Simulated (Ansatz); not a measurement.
**SiNi2 under strain — ⁶¹Ni nuclear quadrupole resonance**

Cell: a structure deposited in the COD, relaxed with PBE at fixed cell and then changed (z stretched by 2 %, ions relaxed).

```xyz
12
Lattice="4.9900 0.0000 0.0000 0.0000 3.7200 0.0000 0.0000 0.0000 7.2012" Properties=species:S:1:pos:R:3 pbc="T T T"
Si    1.4434    0.9300    2.7641
Si    1.0516    2.7900    6.3647
Si    3.9384    0.9300    0.8365
Si    3.5466    2.7900    4.4371
Ni    4.7743    0.9300    5.7271
Ni    2.7107    2.7900    2.1265
Ni    2.2793    0.9300    5.0747
Ni    0.2157    2.7900    1.4741
Ni    1.6440    0.9300    0.4268
Ni    0.8510    2.7900    4.0274
Ni    4.1390    0.9300    3.1738
Ni    3.3460    2.7900    6.7744
```

Atom numbers follow the list; atoms alike are taken as one site, whose name carries the number of the first.

Computed with Ansatz: DFT, PBE, plane waves and PAW, scalar-relativistic, collinear spin, 420 eV cutoff, Γ-centred 9×12×6 k-points, Fermi–Dirac smearing 0.05 eV. Start moments as typed (μB): 1.5 on each Ni, none on the rest.

⁶¹Ni: I = 3/2, Q = 162.0 mb (year-2017 value). Static lattice, zero field.

Q: Predict the zero-field ⁶¹Ni lines of each site.

A: For I = 3/2 there is one line, ν = (|C_Q|/2)(1 + η²/3)^½.

| site | atoms | V_zz (10²¹ V/m²) | C_Q (MHz) | η | line frequencies (MHz) |
| --- | --- | --- | --- | --- | --- |
| Ni5 | 5, 6, 7, 8 | -2.22 | -8.71 | 0.72 | 4.71 |
| Ni9 | 9, 10, 11, 12 | 1.13 | 4.43 | 0.25 | 2.24 |

With no gap above 0.1 eV, as in a metal, the gradients converge slowly in k; expect changes of a tenth or more on a denser mesh. With these PAW files V_zz is typically within 2 to 3 % of all-electron values, but misses above 10 % occur on Ni. The start moments die out, and the run ends without spin.
